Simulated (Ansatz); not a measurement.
The start is a generated trial cell of Fe in the diamond structure type. A full variable-cell relaxation at zero pressure is run with r2SCAN (plane waves to 500 eV, PAW, scalar-relativistic; Ansatz, a program for electronic structure). The first steps use a coarse 11×11×11 k-mesh.

Input geometry:
```yaml
crystal:
  lattice:
    - [0.00000, 2.45951, 2.45951]
    - [2.45951, 0.00000, 2.45951]
    - [2.45951, 2.45951, 0.00000]
  atoms:
    - { symbol: Fe, position: [0.25000, 0.25000, 0.25000] }
    - { symbol: Fe, position: [0.00000, 0.00000, 0.00000] }
```
Spin-polarised start, with parallel moments on Fe.

Problem. What pressure does the first self-consistent step give?

Solution. -9.0 GPa (negative: the cell is under tension).

Problem. How does the volume per atom move from start to end?

Solution. -6.4 %, from 14.88 to 13.93 Å³/atom.

Problem. Is the relaxed structure metallic? Give its gap.

Solution. No gap (metallic).

Problem. What magnetic moments remain?

Solution. Zero (the starting moments vanished).

Problem. Give the final cell and atomic positions.

Solution. 
```cif
data_Fe8
_chemical_formula_sum 'Fe8'
_space_group_name_H-M_alt 'Fd-3m :1'
_space_group_IT_number 227
_space_group_name_Hall 'F 4d 2 3 -1d'
_cell_length_a 4.81207
_cell_length_b 4.81207
_cell_length_c 4.81207
_cell_angle_alpha 90.000
_cell_angle_beta 90.000
_cell_angle_gamma 90.000
loop_
_atom_site_label
_atom_site_type_symbol
_atom_site_symmetry_multiplicity
_atom_site_Wyckoff_symbol
_atom_site_fract_x
_atom_site_fract_y
_atom_site_fract_z
_atom_site_occupancy
Fe1 Fe 8 a 0.00000 0.00000 0.00000 1
```
(The calculation used a cell of 2 atoms; values per cell refer to that cell.)

The space group stays Fd-3m (No. 227) (the run could not lower it); the end is diamond type, with 2 atoms in the primitive cell. Final values are on a 17×17×17 k-mesh of the relaxed cell. No spin polarisation in the result: the starting moments vanished. A magnetic state may lie lower.

The run could not lose the symmetry of its start, so the end can be a saddle point.

All atoms sit on sites fixed by symmetry, so only the cell could relax.

The relaxed structure here is a generated cell of Fe: the first start was made by placing the elements on the sites of a structure type, and the end was not matched to a known phase here, so it may be hypothetical. Known forms of Fe include space group No. 229.
